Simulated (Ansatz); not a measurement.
RbCaH3:
```xyz
5
Lattice="4.3983 0.0000 0.0000 0.0000 4.3983 0.0000 0.0000 0.0000 4.3983" Properties=species:S:1:pos:R:3 pbc="T T T"
Rb     0.0000     0.0000     0.0000
Ca     2.1992     2.1992     2.1992
H      2.1992     0.0000     2.1992
H      0.0000     2.1992     2.1992
H      2.1992     2.1992     0.0000
```

x, y and z are the axes in which the lattice vectors are written.

Problem. Give the high-frequency dielectric tensor and the Born effective charge tensors of the independent atoms from DFPT, the program Ansatz at the LDA level (PAW).

Solution. 
ε∞:
```
3.45  0.00  0.00
0.00  3.45  0.00
0.00  0.00  3.45
```
Z* of atom 1 (Rb), rows: field, columns: displacement, in e:
```
1.09  0.00  0.00
0.00  1.09  0.00
0.00  0.00  1.09
```
Z* of atom 2 (Ca), rows: field, columns: displacement, in e:
```
1.74  0.00  0.00
0.00  1.74  0.00
0.00  0.00  1.74
```
Z* of atom 3 (H), rows: field, columns: displacement, in e:
```
-0.88   0.00   0.00
 0.00  -1.07   0.00
 0.00   0.00  -0.88
```

Space group Pm-3m (cubic perovskite). The first step of the workflow began from a Materials Project structure, measured or hypothetical; the Crystallography Open Database files this formula in space group No. 221, but the cells were not matched. Whether it is the stable phase at ambient conditions was not checked. The LDA relaxation kept the symmetry of its start; its stability against distortions is not shown here. Spin–orbit coupling is left out wherever it is not named.

Potentials: the later of the program's two PAW sets.
